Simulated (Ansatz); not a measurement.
Input:

HfC:
```
HfC
1.0
    3.28134     0.00000     0.00000
   -1.64067     2.84172     0.00000
    0.00000     0.00000     5.11424
Hf C
2 2
Direct
  0.66667   0.33333   0.75000
  0.33333   0.66667   0.25000
  0.00000   0.00000   0.00000
  0.00000   0.00000   0.50000
```

This is the LDA-relaxed structure.

### Question
All from LDA in the plane-wave PAW code Ansatz, unless another level is named. Predict the electronic character.

### Answer
metallic (no gap).

### Question
Give the formation energy from the elements (no fitted shifts).

### Answer
-0.83 eV/atom.

### Question
Predict the density of states at the Fermi level.

### Answer
0.12 states/eV per atom (mean over ±0.08 eV).

Space group P6_3/mmc (NiAs type). The workflow started from a Materials Project entry (that database holds measured and hypothetical structures alike); the Crystallography Open Database copy checked does not list it. It is not the phase usual at ambient conditions (space group No. 225). Symmetry was held in the LDA relaxation; whether a distortion lowers the energy is not shown. The run is not spin-polarised. The references are the lowest solids computed at this level, not always the standard phases. Scalar-relativistic: spin–orbit coupling is off unless named, which matters more the heavier the elements.

Potentials: the later of the program's two PAW sets.
